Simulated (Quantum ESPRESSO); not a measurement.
## Os3GaPd3Re (input and log of a self-consistent run)

Computed values, not a measurement. The program is pw.x of Quantum ESPRESSO 7.5 (plane-wave density functional theory). The cell is made up: eight metal atoms on a face-centred cubic lattice, with elements, volume, strain and displacements drawn at random and not relaxed, so it may be unstable or far from any real phase. PseudoDojo standard norm-conserving files set the functional (PBE unless stated); there is no spin polarisation or spin-orbit coupling, the Fermi-Dirac width of 0.25 eV means electrons at about 2900 K, and the masses in the input are unused placeholders. Heavy elements are run without spin-orbit coupling, which real alloys of them have. A spin test at this wide smearing found no moment, but such smearing suppresses magnetism that the real alloy may have.

Input:

```
&control calculation='scf', pseudo_dir='./dojo.nc.sr.pbe.v0_5.standard.upf', outdir='./o', disk_io='minimal', tprnfor=.true., tstress=.true. /
&system ibrav=0, nat=8, ntyp=4, nbnd=82, ecutwfc=82.02448710, nosym=.true., tot_charge=0,
 occupations='smearing', smearing='fd', degauss=0.0183746611
/
&electrons conv_thr=1.470e-08, electron_maxstep=70, mixing_beta=0.5 /
ATOMIC_SPECIES
Ga 1.0 Ga.upf
Os 1.0 Os.upf
Pd 1.0 Pd.upf
Re 1.0 Re.upf
CELL_PARAMETERS angstrom
-0.0054 1.9973 1.9944
0.0305 3.9997 -3.9939
-7.9007 -2.0195 2.0382
ATOMIC_POSITIONS angstrom
Os 0.1082 -0.008 -0.0278
Ga -3.9342 0.0009 0.0434
Pd -0.0518 1.9814 -2.0136
Re -3.9004 1.9602 -2.0302
Pd -5.9847 -0.0374 2.0963
Os -1.986 2.051 -0.0256
Os -5.9509 1.9249 -0.0114
Pd -1.971 3.9883 -1.9763
K_POINTS automatic
8 5 3 1 1 1
```

The log is shortened where brackets say so; the opening notice, blank lines, dates and the lines on written files are dropped, and the path of the files is cut. It prints rydbergs, bohrs and kilobars, and counts compression as positive stress. Its total energy is the free energy E - TS of the whole cell.

```
     Program PWSCF v.7.5
     Parallel version (MPI & OpenMP), running on       4 processor cores
     Number of MPI processes:                 4
     Threads/MPI process:                     1
     [start-up lines left out]
     bravais-lattice index     =            0
     lattice parameter (alat)  =       5.3339  a.u.
     unit-cell volume          =     848.9434 (a.u.)^3
     number of atoms/cell      =            8
     number of atomic types    =            4
     number of electrons       =       130.00
     number of Kohn-Sham states=           82
     kinetic-energy cutoff     =      82.0245  Ry
     charge density cutoff     =     328.0979  Ry
     scf convergence threshold =      1.5E-08
     mixing beta               =       0.5000
     number of iterations used =            8  plain     mixing
     Exchange-correlation= PBE
                           (   1   4   3   4   0   0   0)
     [axes and pseudopotential details left out]
   Cartesian axes
     site n.     atom                  positions (alat units)
         1        Os     tau(   1) = (   0.0383339  -0.0028343  -0.0098492  )
         2        Ga     tau(   2) = (  -1.3938391   0.0003189   0.0153761  )
         3        Pd     tau(   3) = (  -0.0183521   0.7019858  -0.7133939  )
         4        Re     tau(   4) = (  -1.3818641   0.6944749  -0.7192751  )
         5        Pd     tau(   5) = (  -2.1203062  -0.0132504   0.7426935  )
         6        Os     tau(   6) = (  -0.7036156   0.7266443  -0.0090698  )
         7        Os     tau(   7) = (  -2.1083313   0.6819686  -0.0040389  )
         8        Pd     tau(   8) = (  -0.6983012   1.4130060  -0.7001790  )
     number of k points=    60  Fermi-Dirac smearing, width (Ry)=  0.0184
                       cart. coord. in units 2pi/alat
        k(    1) = (  -0.0777090   0.0796381   0.0084885), wk =   0.0333333
        k(    2) = (   0.1609295   0.0790508   0.0097227), wk =   0.0333333
     [further k points left out]
     Dense  grid:    85265 G-vectors     FFT dimensions: (  32,  64,  96)
     Estimated max dynamical RAM per process >     371.21 MB
     Estimated total dynamical RAM >       1.39 GB
     Initial potential from superposition of free atoms
     starting charge     129.9958, renormalised to     130.0000
     Starting wfcs are   76 randomized atomic wfcs +    6 random wfcs
     total cpu time spent up to now is        6.4 secs
     per-process dynamical memory:   299.1 Mb
     Self-consistent Calculation
     iteration #  1     ecut=    82.02 Ry     beta= 0.50
     Davidson diagonalization with overlap
     ethr =  1.00E-02,  avg # of iterations =  3.0
     total cpu time spent up to now is       24.3 secs
     total energy              =   -1731.90585555 Ry
     estimated scf accuracy    <      22.59896099 Ry
     iteration #  2     ecut=    82.02 Ry     beta= 0.50
     Davidson diagonalization with overlap
     ethr =  1.00E-02,  avg # of iterations =  3.5
     total cpu time spent up to now is       45.1 secs
     total energy              =   -1735.85423866 Ry
     estimated scf accuracy    <     134.49415891 Ry
     iteration #  3     ecut=    82.02 Ry     beta= 0.50
     Davidson diagonalization with overlap
     ethr =  1.00E-02,  avg # of iterations =  4.3
     total cpu time spent up to now is       65.7 secs
     total energy              =   -1745.07522545 Ry
     estimated scf accuracy    <      34.77428762 Ry
     iteration #  4     ecut=    82.02 Ry     beta= 0.50
     Davidson diagonalization with overlap
     ethr =  1.00E-02,  avg # of iterations =  2.0
     total cpu time spent up to now is       80.6 secs
     total energy              =   -1746.63741845 Ry
     estimated scf accuracy    <       9.97515849 Ry
     iteration #  5     ecut=    82.02 Ry     beta= 0.50
     Davidson diagonalization with overlap
     ethr =  7.67E-03,  avg # of iterations =  1.0
     total cpu time spent up to now is       93.9 secs
     total energy              =   -1746.61190849 Ry
     estimated scf accuracy    <       3.99523259 Ry
     [iterations 6 to 17 left out]
     iteration # 18     ecut=    82.02 Ry     beta= 0.50
     Davidson diagonalization with overlap
     ethr =  1.31E-09,  avg # of iterations =  2.0
     total cpu time spent up to now is      284.6 secs
     total energy              =   -1746.52685866 Ry
     estimated scf accuracy    <       0.00000043 Ry
     iteration # 19     ecut=    82.02 Ry     beta= 0.50
     Davidson diagonalization with overlap
     ethr =  3.28E-10,  avg # of iterations =  1.8
     total cpu time spent up to now is      299.4 secs
     total energy              =   -1746.52685865 Ry
     estimated scf accuracy    <       0.00000125 Ry
     iteration # 20     ecut=    82.02 Ry     beta= 0.50
     Davidson diagonalization with overlap
     ethr =  3.28E-10,  avg # of iterations =  1.0
     total cpu time spent up to now is      313.1 secs
     total energy              =   -1746.52685872 Ry
     estimated scf accuracy    <       0.00000003 Ry
     iteration # 21     ecut=    82.02 Ry     beta= 0.50
     Davidson diagonalization with overlap
     ethr =  2.41E-11,  avg # of iterations =  2.0
     total cpu time spent up to now is      328.4 secs
     total energy              =   -1746.52685872 Ry
     estimated scf accuracy    <       0.00000008 Ry
     iteration # 22     ecut=    82.02 Ry     beta= 0.50
     Davidson diagonalization with overlap
     ethr =  2.41E-11,  avg # of iterations =  1.6
     total cpu time spent up to now is      342.8 secs
     End of self-consistent calculation
     [lines on levels left out]
!    total energy              =   -1746.52685873 Ry
     estimated scf accuracy    <          2.8E-09 Ry
     smearing contrib. (-TS)   =      -0.12563186 Ry
     internal energy E=F+TS    =   -1746.40122687 Ry
     The total energy is F=E-TS. E is the sum of the following terms:
     one-electron contribution =    -439.62885885 Ry
     hartree contribution      =     307.13040846 Ry
     xc contribution           =    -326.84244241 Ry
     ewald contribution        =   -1287.06033407 Ry
     convergence has been achieved in  22 iterations
     Forces acting on atoms (cartesian axes, Ry/au):
     atom    1 type  2   force =    -0.03318241   -0.01883945    0.01904400
     atom    2 type  1   force =     0.00107024   -0.00063014   -0.00286812
     atom    3 type  3   force =     0.01830120   -0.00438473    0.01009548
     atom    4 type  4   force =    -0.00484387   -0.03939409    0.05522013
     atom    5 type  3   force =     0.02591061    0.00883539   -0.02492517
     atom    6 type  2   force =    -0.01070772   -0.01282609    0.00548618
     atom    7 type  2   force =     0.01041756    0.04364480   -0.03023444
     atom    8 type  3   force =    -0.00696562    0.02359432   -0.03181807
     Total force =     0.114605     Total SCF correction =     0.000219
     Computing stress (Cartesian axis) and pressure
          total   stress  (Ry/bohr**3)                   (kbar)     P=     -128.77
  -0.00080789   0.00010380  -0.00004866         -118.85       15.27       -7.16
   0.00010380  -0.00093953   0.00001815           15.27     -138.21        2.67
  -0.00004866   0.00001815  -0.00087869           -7.16        2.67     -129.26
     init_run     :      5.95s CPU      6.16s WALL (       1 calls)
     electrons    :    329.45s CPU    336.38s WALL (       1 calls)
     forces       :      2.38s CPU      2.39s WALL (       1 calls)
     stress       :      8.85s CPU      8.85s WALL (       1 calls)
     [timing details left out]
     PWSCF        :   5m46.86s CPU   5m54.09s WALL
     JOB DONE.
```

In other units: free energy -23762.708 eV for the cell, pressure -12.88 GPa, largest force component 1.420 eV/Å in size. The run took 356 s of wall time with four MPI processes on a shared machine (Intel Xeon, 2023 or later, virtual cores), so the time is rough. A rerun of this cell at a higher cutoff and on a denser mesh moved values by no more than 0.002 eV in energy, 0.02 GPa in stress and 0.008 eV/Å in force, and a second program with other atomic files agreed on that cell to 2 % rms in force and 0.5 GPa in pressure.